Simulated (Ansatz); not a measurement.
Input:

La2MgSi2:
```cif
data_La4Mg2Si4
_chemical_formula_sum 'La4 Mg2 Si4'
_space_group_name_H-M_alt 'P4/mbm'
_space_group_IT_number 127
_space_group_name_Hall '-P 4 2ab'
_cell_length_a 7.54085
_cell_length_b 7.54085
_cell_length_c 4.49039
_cell_angle_alpha 90.000
_cell_angle_beta 90.000
_cell_angle_gamma 90.000
loop_
_atom_site_label
_atom_site_type_symbol
_atom_site_symmetry_multiplicity
_atom_site_Wyckoff_symbol
_atom_site_fract_x
_atom_site_fract_y
_atom_site_fract_z
_atom_site_occupancy
La1 La 4 h 0.18033 0.31967 0.50000 1
Mg1 Mg 2 a 0.00000 0.00000 0.00000 1
Si1 Si 4 g 0.38749 0.11251 0.00000 1
```

This is the r²SCAN-relaxed structure.

Q: All from DFT-r²SCAN in the program Ansatz with PAW potentials, unless another level is named. Give the electronic character.

A: metallic (no gap).

Q: What about the formation energy from the elements (no fitted shifts)?

A: -0.72 eV/atom.

Q: Give the density of states at the Fermi level.

A: 0.36 states/eV per atom (mean over ±0.08 eV).

The first step of the workflow began from a Materials Project structure, measured or hypothetical; the Crystallography Open Database copy checked does not list it. Its standing as an ambient phase is unchecked. The cell was relaxed with r²SCAN under the symmetry of its start; whether a distortion lowers the energy is not shown. The references are the lowest solids computed at this level, not always the standard phases. Scalar-relativistic: spin–orbit coupling is off unless named, which matters more the heavier the elements.

Potentials: the earlier of the program's two PAW sets.
